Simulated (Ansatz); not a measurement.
SiRh in space group P2_1/c (No. 14; Si on 4e, Rh on 4e) at seven volumes, DFT-PBEsol in the program Ansatz with PAW potentials, shape and atoms relaxed at each. One row is withheld.

| V (Å³/atom) | P (GPa) |
|---|---|
| 11.808 | 24.04 |
| 12.197 | 14.04 |
| 12.586 | 6.14 |
| 12.976 | 0.00 |
| 13.365 | -5.23 |
| 13.754 | -9.78 |
| 14.143 | ? |

Q: Fit the shown pressures and predict the withheld one.

A: Third-order Birch–Murnaghan: P = (3/2)B₀(x^(7/2) − x^(5/2))[1 + (3/4)(B′ − 4)(x − 1)] with x = (V₀/V)^(2/3). Least squares on the six rows gives V₀ = 12.964 Å³/atom, B₀ = 194.2 GPa, B′ = 5.97. At V = 14.143, x = 0.9436 and P = -13.02 GPa. The run itself gave -13.71 GPa.

The first step of the workflow began from a Materials Project structure, measured or hypothetical; the Crystallography Open Database files this formula in space group No. 14, but the cells were not matched. Whether it is the stable phase at ambient conditions was not checked. Symmetry was held in the PBEsol relaxation; its stability against distortions is not shown here. No spin polarisation was allowed.

Potentials: the earlier of the program's two PAW sets. The files were generated under PBE; for other functionals the program regenerates the frozen cores, and for LDA and PBEsol the local potential too.
